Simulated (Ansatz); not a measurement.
ZrCu (CsCl type, Pm-3m), a = 3.2242 Å, b = 3.2242 Å, c = 3.2242 Å, α = 90.00°, β = 90.00°, γ = 90.00°.

This is the PBEsol-relaxed structure.

Q: All from the program Ansatz at the PBEsol level (PAW), unless another level is named. Estimate the Hill bulk and shear moduli.

A: 131 and 28.8 GPa.

Q: Give the highest zone-centre frequency.

A: 161 cm⁻¹.

The workflow started from a Materials Project entry (that database holds measured and hypothetical structures alike); the Crystallography Open Database copy checked does not list it. Its standing as an ambient phase is unchecked. The PBEsol relaxation kept the symmetry of its start; its stability against distortions is not shown here. The run is not spin-polarised. As this level gives no gap, shear constants depend on the k-mesh and smearing (Fermi–Dirac, 0.1 eV here). As this level gives no gap, phonon frequencies hold no LO–TO term and depend on the k-mesh and smearing (Fermi–Dirac, 0.1 eV here).

Potentials: the later of the program's two PAW sets.
